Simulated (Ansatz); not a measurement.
Values for one crystal, relaxed and computed with plane-wave PAW LDA (Ansatz code); other levels are named.

Volume per atom: 11.05 Å³
Band gap: 2.13 eV (direct)
Debye temperature from the elastic constants: 632 K
Hill bulk and shear moduli: 202 and 114 GPa
Elastic constants (relaxed ions, GPa): C11 = 367, C12 = 138, C13 = 100, C33 = 410, C44 = 96.6
Vibrational entropy at 300 K: 16.1 J/(K·mol of atoms)
Pressure derivative B′: 4.4

### Question
Which of these materials gives this?
A. ZnO, wurtzite
B. GaN, wurtzite
C. AlN, rock salt
D. BN, R3m (B on 3a, N on 3a)

### Answer
B, GaN, wurtzite

Space group P6_3mc (wurtzite). Symmetry was held in the LDA relaxation. Scalar-relativistic: spin–orbit coupling is off unless named, which matters more the heavier the elements.

Potentials: the earlier of the program's two PAW sets. The files were generated under PBE; for other functionals the program regenerates the frozen cores, and for LDA and PBEsol the local potential too.
